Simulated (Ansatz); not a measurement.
## Density of states of Sb2Mo

Space group P-3m1 (No. 164). a = 3.480 Å, b = 3.480 Å, c = 6.471 Å, α = 90.00°, β = 90.00°, γ = 120.00°
```csv
atom,site,symmetry,x,y,z
Mo,1a,-3m.,0.0000,0.0000,0.0000
Sb,2d,3m.,0.3333,0.6667,0.2913
```

The runs use the primitive cell with vectors (3.480, 0.000, 0.000), (-1.740, 3.014, 0.000), (0.000, 0.000, 6.471) Å, to which the k mesh refers.

The structure comes from a relaxation in the same program, started in the CdI2 type, and has space group P-3m1. Whether it is a known phase or the ground state wasn't checked.

Spin–orbit coupling is left out, though it moves levels of the heavy atoms by tenths of an eV or more.

Computed with Ansatz 0.2.0, DFT, PBE, all-electron LAPW, scalar-relativistic.

Numerical set-up: a Γ-centred 12×12×7 k mesh, Fermi–Dirac smearing of 0.03 eV, basis error target 0.5 meV/atom, no spin polarisation.

**Question.** Which of the resolved shells contributes most within 0.3 eV of the Fermi level?

**Answer.** Mo 4d, with 57 % of all states there; Sb 5p follows with 35 %.

**Question.** Where is the centre of the filled Mo 4d states between -14 eV and the top of the filled states?

**Answer.** -2.45 eV from the Fermi level.

**Question.** Tabulate the density of states.

**Answer.** States per eV and cell, averaged over 0.6 eV, from -10.0 to 4.8 eV, with energies (bin centres) from the Fermi level; empty bins are left out. The partial columns, the largest 5 alone, are projections on Löwdin-orthogonalised atomic shells (those that the program's projection atoms carry: the occupied ones and, for some elements, an empty d or f shell; other empty shells have no column), summed over atoms of an element. Weights on diffuse s and p shells depend on that basis and aren't pure angular character.
```json
{"E (eV)": "-9.8", "total": "1.20", "Sb 5p": "0.17", "Mo 4d": "0.08", "Sb 5s": "0.85", "Mo 5s": "0.09", "Mo 4p": "0.01"}
{"E (eV)": "-9.2", "total": "1.68", "Sb 5p": "0.17", "Mo 4d": "0.17", "Sb 5s": "1.25", "Mo 5s": "0.07", "Mo 4p": "0.01"}
{"E (eV)": "-8.6", "total": "1.95", "Sb 5p": "0.11", "Mo 4d": "0.23", "Sb 5s": "1.55", "Mo 5s": "0.05", "Mo 4p": "0.01"}
{"E (eV)": "-8.0", "total": "0.02", "Sb 5p": "0.00", "Mo 4d": "0.00", "Sb 5s": "0.02", "Mo 5s": "0.00", "Mo 4p": "0.00"}
{"E (eV)": "-5.6", "total": "0.34", "Sb 5p": "0.24", "Mo 4d": "0.06", "Sb 5s": "0.01", "Mo 5s": "0.03", "Mo 4p": "0.00"}
{"E (eV)": "-5.0", "total": "1.20", "Sb 5p": "0.85", "Mo 4d": "0.22", "Sb 5s": "0.05", "Mo 5s": "0.07", "Mo 4p": "0.00"}
{"E (eV)": "-4.4", "total": "2.66", "Sb 5p": "1.85", "Mo 4d": "0.59", "Sb 5s": "0.09", "Mo 5s": "0.09", "Mo 4p": "0.01"}
{"E (eV)": "-3.8", "total": "1.26", "Sb 5p": "0.83", "Mo 4d": "0.32", "Sb 5s": "0.07", "Mo 5s": "0.03", "Mo 4p": "0.01"}
{"E (eV)": "-3.2", "total": "1.06", "Sb 5p": "0.61", "Mo 4d": "0.35", "Sb 5s": "0.05", "Mo 5s": "0.03", "Mo 4p": "0.00"}
{"E (eV)": "-2.6", "total": "3.41", "Sb 5p": "1.63", "Mo 4d": "1.48", "Sb 5s": "0.15", "Mo 5s": "0.07", "Mo 4p": "0.01"}
{"E (eV)": "-2.0", "total": "3.51", "Sb 5p": "1.47", "Mo 4d": "1.81", "Sb 5s": "0.14", "Mo 5s": "0.02", "Mo 4p": "0.01"}
{"E (eV)": "-1.4", "total": "3.43", "Sb 5p": "1.15", "Mo 4d": "2.12", "Sb 5s": "0.09", "Mo 5s": "0.01", "Mo 4p": "0.01"}
{"E (eV)": "-0.8", "total": "1.56", "Sb 5p": "0.61", "Mo 4d": "0.79", "Sb 5s": "0.11", "Mo 5s": "0.01", "Mo 4p": "0.00"}
{"E (eV)": "-0.2", "total": "1.72", "Sb 5p": "0.49", "Mo 4d": "1.13", "Sb 5s": "0.07", "Mo 5s": "0.01", "Mo 4p": "0.00"}
{"E (eV)": "0.4", "total": "2.17", "Sb 5p": "0.83", "Mo 4d": "1.17", "Sb 5s": "0.10", "Mo 5s": "0.02", "Mo 4p": "0.00"}
{"E (eV)": "1.0", "total": "1.70", "Sb 5p": "0.62", "Mo 4d": "0.94", "Sb 5s": "0.09", "Mo 5s": "0.02", "Mo 4p": "0.00"}
{"E (eV)": "1.6", "total": "3.24", "Sb 5p": "1.07", "Mo 4d": "1.88", "Sb 5s": "0.14", "Mo 5s": "0.06", "Mo 4p": "0.00"}
{"E (eV)": "2.2", "total": "1.82", "Sb 5p": "0.93", "Mo 4d": "0.67", "Sb 5s": "0.08", "Mo 5s": "0.06", "Mo 4p": "0.00"}
{"E (eV)": "2.8", "total": "2.11", "Sb 5p": "1.14", "Mo 4d": "0.63", "Sb 5s": "0.08", "Mo 5s": "0.10", "Mo 4p": "0.00"}
{"E (eV)": "3.4", "total": "1.86", "Sb 5p": "0.99", "Mo 4d": "0.50", "Sb 5s": "0.05", "Mo 5s": "0.12", "Mo 4p": "0.00"}
{"E (eV)": "4.0", "total": "1.80", "Sb 5p": "0.91", "Mo 4d": "0.44", "Sb 5s": "0.04", "Mo 5s": "0.10", "Mo 4p": "0.00"}
{"E (eV)": "4.6", "total": "1.39", "Sb 5p": "0.74", "Mo 4d": "0.32", "Sb 5s": "0.03", "Mo 5s": "0.07", "Mo 4p": "0.00"}
```
